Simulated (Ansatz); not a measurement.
# What strain does to TiO2 (rutile)

TiO2 (rutile), relaxed with r2SCAN in Ansatz 0.2.0. The symmetry is P4_2/mnm (No. 136, tetragonal); a = 4.597 Å, c = 2.953 Å in the conventional setting, 10.40 Å³ an atom. Ti is surrounded by 6 O at 1.95–1.98 Å and 2 Ti at 2.95 Å; O is surrounded by 3 Ti at 1.95–1.98 Å.

The axes x, y and z are those of this cell:
```yaml
crystal:
  lattice:
    - [4.59685, 0.00000, 0.00000]
    - [0.00000, 4.59685, 0.00000]
    - [0.00000, 0.00000, 2.95349]
  atoms:
    - { symbol: Ti, position: [0.00000, 0.00000, 0.00000] }
    - { symbol: Ti, position: [0.50000, 0.50000, 0.50000] }
    - { symbol: O, position: [0.30464, 0.30464, 0.00000] }
    - { symbol: O, position: [0.19536, 0.80464, 0.50000] }
    - { symbol: O, position: [0.80464, 0.19536, 0.50000] }
    - { symbol: O, position: [0.69536, 0.69536, 0.00000] }
```

Unstrained: With PBE the gap is 1.888 eV and direct, at Γ. A second conduction valley, at M, lies only 38 meV higher, so their order isn't settled. With r2SCAN the gap is 2.221 eV and direct, at Γ. A second conduction valley, at M, lies only 40 meV higher, so their order isn't settled. HSE06 gives a direct gap of 3.384 eV at Γ. A second conduction valley, at M, lies only 23 meV higher, so their order isn't settled. Meshes: PBE 6×6×8, r2SCAN 6×6×8, HSE06 4×4×6. Strains are changes of length per length. After each strain the atoms were relaxed again with r2SCAN within the symmetry that the strain leaves, so tilts or polar shifts that break it weren't tested; points keep the names that they have in the unstrained zone. No spin polarisation and no zero-point or thermal motion.

Changes of the least gap in eV (an overlap counts as a negative gap):
```tsv
strain	volume change (%)	space group	PBE	r2SCAN	HSE06	energy rise, r2SCAN (meV/atom)
epitaxial -4.0 % in the xy plane, free normal strain +3.07 %	-5.0	P4_2/mnm	+0.075	+0.095	+0.143	43.3
epitaxial -3.0 % in the xy plane, free normal strain +2.21 %	-3.8	P4_2/mnm	+0.032	+0.048	+0.085	23.9
epitaxial -2.0 % in the xy plane, free normal strain +1.42 %	-2.6	P4_2/mnm	+0.005	+0.016	+0.042	10.4
epitaxial -1.0 % in the xy plane, free normal strain +0.68 %	-1.3	P4_2/mnm	-0.006	0.000	+0.013	2.5
epitaxial +1.0 % in the xy plane, free normal strain -0.60 %	+1.4	P4_2/mnm	+0.016	+0.011	-0.001	2.4
epitaxial +2.0 % in the xy plane, free normal strain -1.15 %	+2.8	P4_2/mnm	+0.047	+0.037	+0.013	9.5
epitaxial +3.0 % in the xy plane, free normal strain -1.64 %	+4.3	P4_2/mnm	+0.083	+0.076	+0.036	20.8
epitaxial +4.0 % in the xy plane, free normal strain -2.09 %	+5.9	P4_2/mnm	+0.112	+0.108	+0.052	35.8
```

Epitaxial -4.0 % in the xy plane, free normal strain +3.07 %. HSE06: the gap goes from 3.384 to 3.527 eV (+0.143 eV). Stress change with r2SCAN, compression positive: xx +17.45, yy +17.45, zz -0.03 GPa.

Epitaxial -3.0 % in the xy plane, free normal strain +2.21 %. HSE06: the gap goes from 3.384 to 3.469 eV (+0.085 eV). Stress change with r2SCAN, compression positive: xx +12.71, yy +12.71, zz -0.07 GPa.

Epitaxial -2.0 % in the xy plane, free normal strain +1.42 %. HSE06: the gap goes from 3.384 to 3.426 eV (+0.042 eV). Stress change with r2SCAN, compression positive: xx +8.21, yy +8.21, zz -0.08 GPa.

Epitaxial -1.0 % in the xy plane, free normal strain +0.68 %. HSE06: the gap goes from 3.384 to 3.397 eV (+0.013 eV). Stress change with r2SCAN, compression positive: xx +3.96, yy +3.96, zz -0.05 GPa.

Epitaxial +1.0 % in the xy plane, free normal strain -0.60 %. HSE06: the gap goes from 3.384 to 3.383 eV (-0.001 eV). Stress change with r2SCAN, compression positive: xx -3.70, yy -3.70, zz -0.04 GPa.

Epitaxial +2.0 % in the xy plane, free normal strain -1.15 %. HSE06: the gap goes from 3.384 to 3.397 eV (+0.013 eV). Stress change with r2SCAN, compression positive: xx -7.05, yy -7.05, zz -0.04 GPa.

Epitaxial +3.0 % in the xy plane, free normal strain -1.64 %. HSE06: the gap goes from 3.384 to 3.420 eV (+0.036 eV); least and direct gap lie within 0.04 eV, so its kind isn't settled. Stress change with r2SCAN, compression positive: xx -10.05, yy -10.05, zz -0.04 GPa.

Epitaxial +4.0 % in the xy plane, free normal strain -2.09 %. HSE06: the gap goes from 3.384 to 3.436 eV (+0.052 eV); least and direct gap lie within 0.04 eV, so its kind isn't settled. Stress change with r2SCAN, compression positive: xx -12.72, yy -12.72, zz -0.04 GPa.

The meshes of the hybrids are coarse, so their gaps aren't converged to the digits shown.
